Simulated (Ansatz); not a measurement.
## An inverse problem

Cell vectors (Å):

```
0.0000 2.3151 2.3151
2.3151 0.0000 2.3151
2.3151 2.3151 0.0000
```

| atom | a | b | c |
| --- | --- | --- | --- |
| Na | 0.0000 | 0.0000 | 0.0000 |
| X | 0.5000 | 0.5000 | 0.5000 |

These are results of PBEsol, PAW on Ansatz 0.2.0's default frozen-core files (fitted under PBE), scalar-relativistic, not measurements. k mesh 10×10×10, strains of ±0.008, fixed occupations.

Elastic constants of a crystal by Kohn-Sham DFT: slopes of the stress over finite engineering strains of the given cell, Voigt indices, Cartesian axes as in the cell vectors.

| index | elastic (GPa) |
| --- | --- |
| 11 | 101.1 |
| 12 | 22.1 |
| 44 | 27.3 |

Question: All X atoms are one element. Which one was computed?

Answer: F; the crystal is NaF (Fm-3m).

Keep in mind: frozen-core PAW files fitted under PBE, their cores solved anew for the functional of the run.
